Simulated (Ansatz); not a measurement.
The start is a relaxed Si2W cell displaced along its unstable phonon at q = (0, 0, ½) of its primitive reciprocal cell (103i cm⁻¹), largest move 0.15 Å. Cell shape, volume and atoms are optimised at zero target pressure with r2SCAN (plane waves to 500 eV, PAW, scalar-relativistic; Ansatz, a program for electronic structure). The first steps use a coarse 9×9×7 k-mesh.

Input geometry:
```
CELL_PARAMETERS angstrom
      4.29689     0.00000     0.00000
     -2.14844     3.72122     0.00000
      0.00000     0.00000     5.14998
ATOMIC_POSITIONS crystal
  W  0.02015 0.04031 0.00000
  W  0.97985 0.95969 0.50000
  Si 0.33333 0.66667 0.25000
  Si 0.33333 0.66667 0.75000
  Si 0.66667 0.33333 0.25000
  Si 0.66667 0.33333 0.75000
```

**Question.** What is the largest force in the starting geometry, and on which atom (counted from 1)?

**Answer.** 0.85 eV/Å, on W1, W2 (atoms numbered as listed).

**Question.** How much energy is released per atom?

**Answer.** 0.55 eV/atom.

**Question.** Is the parent structure recovered?

**Answer.** It does not go back: it reaches Cmcm (No. 63), 0.58 eV/atom below the parent.

**Question.** Is the relaxed structure metallic? Give its gap.

**Answer.** No gap (metallic).

**Question.** Write out the relaxed structure.

**Answer.** 
Space group Cmcm (No. 63); a = 3.2736 Å, b = 8.4920 Å, c = 5.9802 Å, α = β = γ = 90.00°

```csv
atom,site,symmetry,x,y,z
W,4c,m2m,0.0000,0.0706,0.7500
Si,8f,m..,0.0000,0.6467,0.0594
```
(The calculation used a cell of 6 atoms; values per cell refer to that cell.)

Final values are on a 15×15×8 k-mesh of the relaxed cell. No spin polarisation in the result.

The run could not lose the symmetry of its start, so the end can be a saddle point.

The relaxed structure here is a generated cell of Si2W: the first start was made by placing the elements on the sites of a structure type, and the end was not matched to a known phase here, so it may be hypothetical. Known forms of Si2W include space group No. 139.
